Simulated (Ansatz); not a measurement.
A frame of BAs$_{3}$ from dynamics at 2880 K, with the forces (eV/Å) computed on a k mesh in the last three columns. Computed with DFT PBE, scalar-relativistic, plane waves, PAW (Ansatz).

Plane waves to 420 eV, a k mesh through Γ of 3×3×3 on the computed 20-atom cell and Fermi–Dirac smearing (0.25 eV); no spin polarisation.

```xyz
20
Lattice="7.115 0.122 -0.076 0.122 7.458 0.066 -0.076 0.066 7.561" Properties=species:S:1:pos:R:3:forces:R:3 pbc="T T T"
B     0.156    3.596    6.712    1.260    1.160    1.480
B     1.363    3.485    5.215    0.690    0.060    0.500
B     0.680    3.589    0.887    0.230   -0.370   -2.080
B     1.265    2.596    3.749    1.070   -0.140   -0.840
B     0.845    4.172    3.598   -0.520    1.430    0.220
As    4.963    3.609    1.301   -0.160   -0.360   -0.100
As    6.758    2.089    2.482   -0.190    0.350   -0.630
As    4.418    6.982    1.291    1.460    0.280   -3.250
As    6.069    5.555    7.157    0.520   -1.080   -1.030
As    6.793    2.493    5.128   -2.250   -1.690    0.810
As    3.916    3.248    4.629   -1.240    0.310    0.120
As    0.822    7.390    6.925   -0.710    0.410   -0.330
As    2.105    5.412    7.524    0.140   -1.060    1.080
As    6.461    7.066    2.072    3.850    2.480    0.120
As    2.199    2.446    1.651    0.210    0.010    0.970
As    2.227    5.290    4.808    0.790    0.420   -0.920
As    2.407    7.046    1.909   -4.690    0.470    1.650
As    6.076    5.211    3.177   -0.020   -3.090    2.860
As    5.036    6.661    5.265    0.160    0.040   -0.390
As    5.442    1.438    7.302   -0.620    0.380   -0.250
```

Static pressure 5.1 GPa (no kinetic part), no gap on the mesh.

Counting as bonded all pairs within 1.2 times the summed covalent radii:

```tsv
atom → neighbour	mean count	mean length (Å)	spread (Å)
As → As	2.80	2.61	0.21
As → B	0.67	2.12	0.10
B → As	2.00	2.12	0.10
B → B	2.00	1.78	0.10
```

Angles between all pairs of such bonds at an atom (mean ± spread): 100 ± 29° at As, 101 ± 30° at B.

Cost: 1 run of about 4.2 core-minutes, on Arm Neoverse N1 (shared hosts).